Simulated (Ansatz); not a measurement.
Be2SnI2: reading a single point

```
CELL_PARAMETERS angstrom
4.09867 0.00000 0.00000
-2.04934 3.54956 0.00000
0.00000 0.00000 10.00772
ATOMIC_POSITIONS crystal
Sn 0.00000 0.00000 0.50000
I 0.33330 0.66670 0.84441
I 0.66670 0.33330 0.15559
Be 0.33330 0.66670 0.34534
Be 0.66670 0.33330 0.65466
```

Method: PBE, no spin polarisation; PAW, plane waves to 420 eV, 10×10×4 Γ-centred mesh, fermi-dirac occupations (width 0.1 eV) (Ansatz 0.2.0), atoms fixed.

Formation energy: 0.43 eV an atom against the elements' usual phases (free molecules for gases, crystals otherwise, with no correction for O₂ or N₂), so at this geometry it isn't bound against them. Relaxing would lower it.
Electronic structure: It is a metal, with about 2.8 states/eV a cell as the mean within 0.25 eV of the Fermi level, mostly Sn p (53 %) and I p (33 %).
Charges: Bader charges in e: Be +0.72, Sn -0.40, I -0.52. In the mean Be gives up most and I takes most.
Stress: The pressure is -5.8 GPa (compression positive), so with the atoms held at these fractions the cell would first shrink; the forces are large, so a full relaxation may end otherwise.
Forces: The largest is on I2 (and as large on other atoms): 1.41 eV/Å, components (0.00, 0.00, -1.41). It makes 51° with the line to a nearest neighbour, Be5 at 3.03 Å.

Origin: a known structure type with other elements, at an estimated volume, so it need not be a known compound.
